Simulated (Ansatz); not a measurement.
## Relaxing an invented LaNb₂N₂ structure

These are results of Ansatz 0.2.0, DFT PBE, scalar-relativistic, plane waves, PAW, not measurements. Cutoff 420 eV, Gaussian smearing, Γ-centred meshes. Cell and atoms relax first on a coarse mesh and then on a finer one. In between, the cell is made exact in the group found at 0.06 Å. In metals the finer mesh still leaves noise of several meV/atom or more. The steps can't lower the symmetry of their start. No spin polarisation.

A trial structure of LaNb₂N₂ was built thus: random cell by space group and Wyckoff sites (P6/mmm, No. 191). Its size is a rough estimate.

```
La Nb N
1.0
     3.80561    0.00000    0.00000
    -1.90281    3.29576    0.00000
     0.00000    0.00000    6.65310
La Nb N
1 2 2
Direct
  0.00000 0.00000 0.50000
  0.33333 0.66667 0.00000
  0.66667 0.33333 0.00000
  0.00000 0.00000 0.87981
  0.00000 0.00000 0.12019
```

The zero of energy is the elements' standard structures at the same level (N₂ as a molecule); no fitted shifts are applied.

Question: Describe the relaxed structure.

Answer: The symmetry stays P6/mmm (No. 191). The volume per atom grows by 18.0 %, from 16.7 to 19.7 Å³. The shortest distance goes from 1.60 Å (N–N) to 1.32 Å (N–N). The ratio c/a of the conventional cell changes by a factor of 0.79. The energy falls by about 0.83 eV/atom (the start's value is from the coarse mesh). Conventional cell: a = 4.356 Å, c = 5.992 Å. La has 2 N at 2.34 Å, 2 N at 3.65 Å and 12 Nb at 3.91 Å; Nb is surrounded by 3 Nb at 2.52 Å, 6 N at 2.60 Å and 6 La at 3.91 Å; N has 1 N at 1.32 Å, 1 La at 2.34 Å and 6 Nb at 2.60 Å.

```
La Nb N
1.0
     4.35614    0.00000    0.00000
    -2.17807    3.77252    0.00000
     0.00000    0.00000    5.99212
La Nb N
1 2 2
Direct
  0.00000 0.00000 0.50000
  0.33333 0.66667 0.00000
  0.66667 0.33333 0.00000
  0.00000 0.00000 0.89015
  0.00000 0.00000 0.10985
```

Question: Give its energy and gap.

Answer:

* Formation energy: +0.52 eV/atom
* Gap on the 12×12×6 mesh of the 5-atom cell: 0 eV (a metal)

A positive value: parting into the elements would lower its energy.

The last run used Gaussian smearing of 0.10 eV. The cell is a metal run without spin; a magnetic state may lie lower. Symmetry constrained the relaxation, so the result can be a saddle point. Another cell of LaNb2N2 relaxed alike, in I4/mmm, lies 1.33 eV/atom lower, so this cell isn't the stable form at this level.
